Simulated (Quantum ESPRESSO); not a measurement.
## Kohn-Sham bands of InTe (rock salt)

```
InTe
1.0
    0.00000     3.11983     3.11983
    3.11983     0.00000     3.11983
    3.11983     3.11983     0.00000
In Te
1 1
Direct
  0.00000   0.00000   0.00000
  0.50000   0.50000   0.50000
```

Structure: Materials Project mp-2597, symmetrised, not relaxed again. COD (Crystallography Open Database) has an entry of this formula and space group (matched by these alone). Level: PBEsol, no spin polarisation, no spin-orbit coupling; pw.x of Quantum ESPRESSO at 66 Ry with PseudoDojo potentials, 8×8×8 k-points, Wannier90. Density: 8×8×8 mesh, cold smearing 0.01 Ry. Spin-orbit coupling is left out although heavy elements are present.

Energies are relative to the Fermi level; weights are on the orthonormalised atomic waves of the pseudopotential files, averaged over the group. 29 electrons a cell are treated as valence.

Into which isolated groups do the bands fall, where do they lie and what are they made of?


```json
[
 {"bands": "1–5", "from (eV)": "-36.98", "to (eV)": "-36.98", "filling": "filled", "weight on atomic waves": "Te 4d 100 %"},
 {"bands": "6–10", "from (eV)": "-14.83", "to (eV)": "-14.61", "filling": "filled", "weight on atomic waves": "In 4d 99 %"},
 {"bands": "11", "from (eV)": "-12.46", "to (eV)": "-10.83", "filling": "filled", "weight on atomic waves": "Te 5s 74 %, In 5p 18 %, In 5s 5 %"},
 {"bands": "12–15", "from (eV)": "-6.85", "to (eV)": "1.13", "filling": "partly filled", "weight on atomic waves": "Te 5p 56 %, In 5s 22 %, In 5p 18 %"}
]
```

No gap over 0.05 eV opens at the Fermi level at this level of theory.
